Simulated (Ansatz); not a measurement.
Space group Fm-3m (No. 225). a = 5.689 Å, b = 5.689 Å, c = 5.689 Å, α = 90.00°, β = 90.00°, γ = 90.00°
| atom | site | symmetry | x | y | z |
| --- | --- | --- | --- | --- | --- |
| Y | 4b | m-3m | 0.5000 | 0.0000 | 0.0000 |
| Se | 4a | m-3m | 0.0000 | 0.0000 | 0.0000 |

Equation of state of this YSe structure (not necessarily the ground state), with shape and atoms relaxed at each volume where symmetry leaves them free. It has no gap at any of these volumes. The calculation used Ansatz 0.2.0, DFT PBEsol, scalar-relativistic, plane waves, PAW.

Plane waves to 420 eV, a k mesh through Γ of 12×12×12 on the computed 2-atom cell and Gaussian smearing (0.10 eV); no spin polarisation.

| V (Å³/atom) | E − E(largest V) (meV/atom) | P (GPa) |
| --- | --- | --- |
| 21.639 | 4.43 | 6.16 |
| 22.330 | -14.68 | 2.83 |
| 23.021 | -20.51 | -0.01 |
| 23.711 | -15.05 | -2.42 |
| 24.402 | 0.00 | -4.47 |

Q: Fit a third-order Birch–Murnaghan equation to E(V).

A: V0 = 23.01 Å³/atom, B0 = 87 GPa, B0' = 4.4.

Spin polarisation was left out, and a magnetic state may lie lower.